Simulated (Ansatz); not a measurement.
# Data sheet: Os (DFT)

Os:
```yaml
crystal:
  lattice:
    - [0.00000, 2.75054, 2.75054]
    - [2.75054, 0.00000, 2.75054]
    - [2.75054, 2.75054, 0.00000]
  atoms:
    - { symbol: Os, position: [0.00000, 0.00000, 0.00000] }
    - { symbol: Os, position: [0.25000, 0.25000, 0.25000] }
```

Space group Fd-3m (No. 227), diamond; conventional cell a = 5.501 Å, b = 5.501 Å, c = 5.501 Å, α = 90.00°, β = 90.00°, γ = 90.00°.

Method: plane-wave PAW PBEsol (Ansatz code). Geometry: relaxed at this level of theory. Other levels are named where they apply.

**Cell and energy**

| Quantity | Result |
|---|---|
| Volume per atom | 20.81 Å³ |
| Density | 15.18 g/cm³ |

**Electronic structure**

| Quantity | Value |
|---|---|
| Electronic character | metallic (no gap) |
| Density of states at the Fermi level | 0.76 states/eV per atom (mean over ±0.08 eV) |
| Gap with spin–orbit coupling | none (metallic) |

**Mechanics**

| Property | Result |
|---|---|
| Bulk modulus (Birch–Murnaghan fit) | 223 GPa |
| Pressure derivative B′ | 4.6 |
| Elastic constants (relaxed ions, GPa) | C11 = 230, C12 = 221, C44 = 9.4 |
| Mechanical stability | stable (all eigenvalues of C positive) |
| Hill bulk and shear moduli | 224 and 7.1 GPa |
| Young's modulus | 21.1 GPa |
| Poisson's ratio | 0.48 |
| Debye temperature from the elastic constants | 84.6 K |

**Phonons**

| Property | Result |
|---|---|
| Highest zone-centre frequency | 245 cm⁻¹ |
| Zone-centre stability | no imaginary mode at Γ |

The start of the workflow was typed in or built on a structure type; neither database checked (COD, Materials Project) lists it. It is not the phase usual at ambient conditions (space group No. 194). The PBEsol relaxation kept the symmetry of its start. No spin polarisation was allowed. As this level gives no gap, shear constants depend on the k-mesh and smearing (Fermi–Dirac, 0.1 eV here). As this level gives no gap, phonon frequencies hold no LO–TO term and depend on the k-mesh and smearing (Fermi–Dirac, 0.1 eV here). Scalar-relativistic: spin–orbit coupling is off unless named, which matters more the heavier the elements.

Potentials: the earlier of the program's two PAW sets. The files were generated under PBE; for other functionals the program regenerates the frozen cores, and for LDA and PBEsol the local potential too.
